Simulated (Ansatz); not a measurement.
## Structures of Sr3Ta: which is lowest?

Plane-wave DFT in Ansatz with scalar-relativistic PAW potentials, cutoff 420 eV, Γ-centred meshes chosen by cell and gap, Gaussian smearing with energies taken to zero width. Every cell was relaxed (cell and atoms) in a run of its own, within the symmetry of its start. Functional: PBE.

Relaxed structures (starts from databases or built by putting these elements on another compound's sites):
A. Pm-3m, 4 atoms in the computed cell, a = 5.281 Å; sites (symmetry × multiplicity) Sr 4/mm.m × 3, Ta m-3m × 1; start: built
B. P6_3/mmc, 8 atoms in the computed cell, a = 7.739 Å, c = 5.789 Å; sites (symmetry × multiplicity) Sr mm2 × 6, Ta -6m2 × 2; start: built

Rank them by energy. Could pressure change the order?

```tsv
structure	group	E − E(lowest) (meV/atom)	V (Å³/atom)	gap on mesh (eV)
B	P6_3/mmc	0.0	37.53	0.00
A	Pm-3m	50	36.83	0.00
```

B is lowest, 50 meV/atom under A. The two lowest differ in volume by under 3 %, too little for a first-order estimate of what pressure does to that pair (other pairs aren't weighed here); with rigid cells even 3 % in favour of the higher one would need about 7 GPa. Other structures may lie lower than all of these, and vibrations aren't counted.

Spin-orbit coupling is left out, which matters for the bands of heavy elements.